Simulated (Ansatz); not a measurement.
**MgRh under strong compression**

```xyz
2
Lattice="3.0992 0.0000 0.0000 0.0000 3.0992 0.0000 0.0000 0.0000 3.0992" Properties=species:S:1:pos:R:3 pbc="T T T"
Mg    0.0000    0.0000    0.0000
Rh    1.5496    1.5496    1.5496
```

The base volume is that of a database entry, so it needn't be at zero pressure; the structure needn't be the stable phase, at rest or compressed.

Its volume is scaled at fixed shape and fractional positions.

Level of theory: DFT with PBEsol, scalar-relativistic, in Ansatz 0.2.0; a Γ-centred 12×12×12 k mesh, Fermi–Dirac smearing of 0.05 eV, no spin polarisation. LAPW: all electrons, basis error target 1 meV/atom; PAW: frozen-core files, cutoff 420 eV; norm-conserving: pseudopotentials, cutoff 1197 eV.

Energies are extrapolated to zero smearing and count from the unscaled cell; pressure is positive in compression; gaps take the mesh and a band path. No temperature or zero-point motion is included.

The PAW files were made under PBE.

```csv
V/V0,V (Å³/atom),P LAPW (GPa),ΔE LAPW (eV/atom),P PAW − LAPW (GPa),ΔE PAW − LAPW (meV/atom)
1.00,14.88,-2.01,0.000,0.00,0.0
0.90,13.40,13.89,0.048,-0.02,-0.1
0.75,11.16,63.7,0.538,-0.08,-0.7
0.65,9.67,?,1.420,-0.10,-1.6
```

Q: What belongs in the row "0.65", column "P LAPW (GPa)"?

A: 133.8.

Q: At the smallest volume, how far does norm-conserving lie from LAPW in pressure?

A: norm-conserving: +1.22 GPa, on a LAPW pressure of 133.8 GPa.

Q: How do the Löwdin populations by LAPW change from the unscaled cell to the last row?

A: Mg 3s 0.94 → 0.89, Rh 5s 0.96 → 0.92, Rh 4d 8.83 → 9.02 electrons an atom. These are projections on the shells that the free atoms fill; 0.30 e a cell lies outside them at the start and 0.27 e at the end.
